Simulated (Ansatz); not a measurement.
HfN:
```
HfN
1.0
    0.00000     2.26275     2.26275
    2.26275     0.00000     2.26275
    2.26275     2.26275     0.00000
N Hf
1 1
Direct
  0.00000   0.00000   0.00000
  0.50000   0.50000   0.50000
```

Relaxed with r²SCAN. Special points in fractions of this cell's reciprocal vectors: Γ (0.000, 0.000, 0.000); X (0.500, 0.000, 0.500); U (0.625, 0.250, 0.625); K (0.375, 0.375, 0.750); L (0.500, 0.500, 0.500); W (0.500, 0.250, 0.750).

Problem. List the band energies nearest the Fermi level at these points for the program Ansatz at the r²SCAN level (PAW).

Solution. In eV from the Fermi level; about four levels below and three above (degenerate sets whole), none deeper than 8.9 eV; … stands for higher levels left out; points with the same levels are listed once.

```csv
k,below,above
Γ,-3.32 -3.32 -3.32 -0.35 -0.35 -0.35,1.98 …
X,-5.92 -4.06 -4.06 -3.88,4.13 5.50 5.50
U,-6.73 -6.01 -5.37 -0.87,3.94 4.47 6.09
L,-6.63 -6.63,3.33 3.73 3.73
W,-6.55 -5.91 -5.91,1.14 1.14 5.52
```

Space group Fm-3m (rock salt). The r²SCAN relaxation kept the symmetry of its start. No spin polarisation was allowed. With an odd number of electrons in the cell and no spin polarisation, the count alone makes it a metal. Scalar-relativistic: spin–orbit coupling is off unless named, which matters more the heavier the elements.

Potentials: the later of the program's two PAW sets.
